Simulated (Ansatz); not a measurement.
A geometry of GaNi away from equilibrium: step 7 of the relaxation of a generated cell, GaNi placed in the AFLOW prototype AB_tP4_131_c_e (B17, as in PtS). Calculation: PBE (plane waves to 420 eV, PAW, scalar-relativistic; Ansatz, a program for electronic structure). Γ-centred k-mesh 10×10×8 on the run's cell (coarser than for final values), Fermi–Dirac smearing 0.05 eV.

```xyz
4
Lattice="3.8237 0.0000 0.0000 0.0000 3.8237 0.0000 0.0000 0.0000 4.8659" Properties=species:S:1:pos:R:3:forces:R:3 pbc="T T T" free_energy=-19244.865 pressure_GPa=8.2
Ga     0.0000     1.9119     0.0000    0.0000    0.0000    0.0000
Ga     1.9119     0.0000     2.4329    0.0000    0.0000    0.0000
Ni     0.0000     0.0000     1.2165    0.0000    0.0000    0.0000
Ni     0.0000     0.0000     3.6494    0.0000    0.0000    0.0000
```

Positions in Å, forces in eV/Å, free energy of the cell in eV (comparable only within this code, potentials and settings). Largest force: all forces are below 0.005 eV/Å; the geometry lies 0.04 eV/atom above the end of its relaxation.

Spin-polarised start, with parallel moments on Ni.

No spin polarisation in the result: the starting moments vanished. A magnetic state may lie lower.

The run could not lose the symmetry of its start: the end is stationary, and may be a saddle point rather than a minimum.

All atoms sit on sites fixed by symmetry, so only the cell could relax.

The end of the path is a generated cell of GaNi: the first start was made by placing the elements on the sites of a structure type, and the end was not matched to a known phase here, so it may be hypothetical.
